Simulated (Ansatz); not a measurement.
Starting cell, BAs (zinc blende):

```
CELL_PARAMETERS angstrom
      0.00000     2.39195     2.39195
      2.39195     0.00000     2.39195
      2.39195     2.39195     0.00000
ATOMIC_POSITIONS crystal
  As 0.75000 0.75000 0.75000
  B  0.00000 0.00000 0.00000
```

Scan: atom 1 (As, nearest neighbour B at 2.071 Å; its periodic images, 3.4 Å or more away, move with it) is displaced along Cartesian [110], direction (0.707, 0.707, 0.000) in Cartesian axes, by s. The other atoms stay.

Calculation: r2SCAN (plane waves to 500 eV, PAW, scalar-relativistic; Ansatz, a quantum-chemistry and plane-wave program). k mesh 10×10×10 (Γ-centred), Fermi-Dirac smearing 0.05 eV. E stands for the smeared free energy. As the smearing reaches across the gap at some points, energies and forces of such displacements shift with the k mesh and the smearing. BAs was relaxed with its symmetry unable to fall. ΔE is measured from the undisplaced structure. The last digit holds for this mesh only.

```csv
s (Å),ΔE (meV/cell)
-0.410,withheld
-0.328,892.2
-0.246,507.4
-0.164,226.7
-0.082,56.8
0.000,0.0
0.082,56.8
0.164,226.7
0.246,507.4
0.328,892.2
0.410,withheld
```

Task: Fit an even polynomial form (powers 2, 4, 6) to the given rows and predict ΔE at s = 0.410.

Result: Least squares on the 9 given rows: ΔE = (8452)·s² + (-636.9)·s⁴ + (-7776)·s⁶, in meV/cell with s in Å; root-mean-square residual 0.03 meV/cell. At 0.410 the fit gives 1365.8 meV/cell; the calculation gives 1380.5 meV/cell, so the extrapolation is off by -14.7 (-1.1 %). The quadratic term alone would give 1420.8 meV/cell.

(For displaced atoms, the force is minus the slope of the energy, and its curvature is a force constant, which sets phonon frequencies.)
